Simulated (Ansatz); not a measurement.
HfO2:
```cif
data_Hf4O8
_chemical_formula_sum 'Hf4 O8'
_space_group_name_H-M_alt 'P21/c'
_space_group_IT_number 14
_space_group_name_Hall '-P 2ybc'
_cell_length_a 5.09592
_cell_length_b 5.17687
_cell_length_c 5.27093
_cell_angle_alpha 90.000
_cell_angle_beta 99.617
_cell_angle_gamma 90.000
loop_
_space_group_symop_operation_xyz
  'x, y, z'
  '-x, -y, -z'
  '-x, y+1/2, -z+1/2'
  'x, -y+1/2, z+1/2'
loop_
_atom_site_label
_atom_site_type_symbol
_atom_site_symmetry_multiplicity
_atom_site_Wyckoff_symbol
_atom_site_fract_x
_atom_site_fract_y
_atom_site_fract_z
_atom_site_occupancy
Hf1 Hf 4 e 0.27715 0.04294 0.20819 1
O1 O 4 e 0.07122 0.33730 0.34092 1
O2 O 4 e 0.55287 0.25818 0.01999 1
```

Relaxed with PBEsol. PBEsol in the plane-wave PAW code Ansatz gives a gap of 3.97 eV.

Question: What gap does HSE06 give on the same cell (Ansatz, PAW)?

Answer: 5.67 eV, 1.71 eV more. The hybrid was solved on a coarser mesh and at special points; the gap given is the minimum over both.

```json
[
 {"k": "Γ", "v1 PBEsol": "0.00", "c1 PBEsol": "4.44", "v1 HSE06": "0.00", "c1 HSE06": "6.18"},
 {"k": "Z", "v1 PBEsol": "-0.45", "c1 PBEsol": "4.96", "v1 HSE06": "-0.51", "c1 HSE06": "6.71"},
 {"k": "B", "v1 PBEsol": "-0.49", "c1 PBEsol": "4.69", "v1 HSE06": "(withheld)", "c1 HSE06": "(withheld)"},
 {"k": "Y2", "v1 PBEsol": "-0.10", "c1 PBEsol": "3.97", "v1 HSE06": "-0.10", "c1 HSE06": "5.67"},
 {"k": "C2", "v1 PBEsol": "-0.63", "c1 PBEsol": "4.70", "v1 HSE06": "(withheld)", "c1 HSE06": "(withheld)"},
 {"k": "D", "v1 PBEsol": "-0.63", "c1 PBEsol": "4.89", "v1 HSE06": "(withheld)", "c1 HSE06": "(withheld)"},
 {"k": "A", "v1 PBEsol": "-0.48", "c1 PBEsol": "4.32", "v1 HSE06": "(withheld)", "c1 HSE06": "(withheld)"},
 {"k": "E", "v1 PBEsol": "-0.73", "c1 PBEsol": "4.52", "v1 HSE06": "-0.78", "c1 HSE06": "6.25"}
]
```

Question: Top valence (v1) and lowest conduction level (c1) in eV from each method's valence maximum (which need not be a listed point): supply the withheld HSE06 values.

Answer: 
- B, v1 HSE06: -0.52
- B, c1 HSE06: 6.43
- C2, v1 HSE06: -0.67
- C2, c1 HSE06: 6.40
- A, v1 HSE06: -0.51
- A, c1 HSE06: 6.05
- D, v1 HSE06: -0.69
- D, c1 HSE06: 6.66

Cost on shared cores: the PBEsol run (SCF on a 6×6×6 mesh, then bands and DOS) about 5 core-minutes (a rough figure), the HSE06 run (SCF on 3×3×3, then a few points) roughly 11 core-minutes; the tasks are unlike.

Space group P2_1/c. Symmetry was held in the PBEsol relaxation. No spin polarisation was allowed. Spin–orbit coupling is left out wherever it is not named.

Potentials: the later of the program's two PAW sets.
